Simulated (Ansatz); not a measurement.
Na3Bi in space group P6_3/mmc (No. 194; Na on 4f, Na on 2b, Bi on 2c), PBEsol in the plane-wave PAW code Ansatz, all energies at zero smearing, with the estimated change up to a 700 eV cutoff added, with one set of potentials and settings (totals compare only within such a set). Cell of 8 atoms (6 Na, 2 Bi): -33347.244 eV.

```
element                reference phase  E (eV/atom)
-------  -----------------------------  -----------
Na       P6_3/mmc, 2 atoms in the cell   -1475.8698
Bi           R-3m, 2 atoms in the cell  -12244.4675
```

Formation energy per atom, worked out: (-33347.244 − 6×(-1475.8698) − 2×(-12244.4675))/8 = -0.386 eV/atom (-37 kJ per mol of atoms), at 0 K, without zero-point energy or fitted corrections.

The workflow started from a Materials Project entry (that database holds measured and hypothetical structures alike); the Crystallography Open Database files this formula in space group No. 194, but the cells were not matched. Its standing as an ambient phase is unchecked. The PBEsol relaxation kept the symmetry of its start; whether a distortion lowers the energy is not shown. The references are the lowest solids computed at this level, not always the standard phases. Scalar-relativistic: spin–orbit coupling is off unless named, which matters more the heavier the elements.

Potentials: the earlier of the program's two PAW sets. The files were generated under PBE; for other functionals the program regenerates the frozen cores, and for LDA and PBEsol the local potential too.
